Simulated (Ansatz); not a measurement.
**In2Ga3, before and after**

Recipe of this trial structure of In2Ga3: random cell by space group and Wyckoff sites (I4/mmm, No. 139). The dimensions are guesses.

POSCAR.start

```
In Ga
1.0
    -2.67798    2.67798    2.74037
     2.67798   -2.67798    2.74037
     2.67798    2.67798   -2.74037
In Ga
2 3
Cartesian
  0.0000 2.6780 0.0000
  2.6780 0.0000 0.0000
  0.0000 0.0000 1.7170
  0.0000 0.0000 3.7637
  0.0000 0.0000 0.0000
```

Computed with Ansatz 0.2.0, DFT PBE, scalar-relativistic, plane waves, PAW. Cutoff 420 eV, Gaussian smearing, Γ-centred meshes. Cell and atoms relax first on a coarse mesh and then on a finer one. In between, the cell is made exact in the group found at 0.06 Å. In metals the finer mesh still leaves noise of several meV/atom or more. The steps can't lower the symmetry of their start. No spin polarisation.

POSCAR.end

```
In Ga
1.0
    -2.83578    2.83578    3.85863
     2.83578   -2.83578    3.85863
     2.83578    2.83578   -3.85863
In Ga
2 3
Direct
  0.50000 0.00000 0.50000
  0.00000 0.50000 0.50000
  0.33004 0.33004 0.00000
  0.66996 0.66996 0.00000
  0.00000 0.00000 0.00000
```

The symmetry stays I4/mmm (No. 139). The volume per atom grows by 57.9 %, from 15.7 to 24.8 Å³. The shortest distance goes from 1.72 Å (Ga–Ga) to 2.55 Å (Ga–Ga). The ratio c/a of the conventional cell changes by a factor of 1.33. The energy falls by about 2.5 eV/atom (the start's value is from the coarse mesh).

```yaml
Volume_per_atom: 24.82 Å³
Density: 5.87 g/cm³
Formation_energy: +0.15 eV/atom
Gap_on_the_10×10×10_mesh_of_the_5-atom_cell: 0 eV (a metal)
```

Formation energies are uncorrected and refer to the elements' standard structures at the same level. A positive value: parting into the elements would lower its energy.

The last run used Gaussian smearing of 0.10 eV. A structure relaxed within its symmetry needn't be a true minimum. In all, the 3 runs took 7.3 min on 1 thread of AMD EPYC (Zen 3), with other jobs on the host.
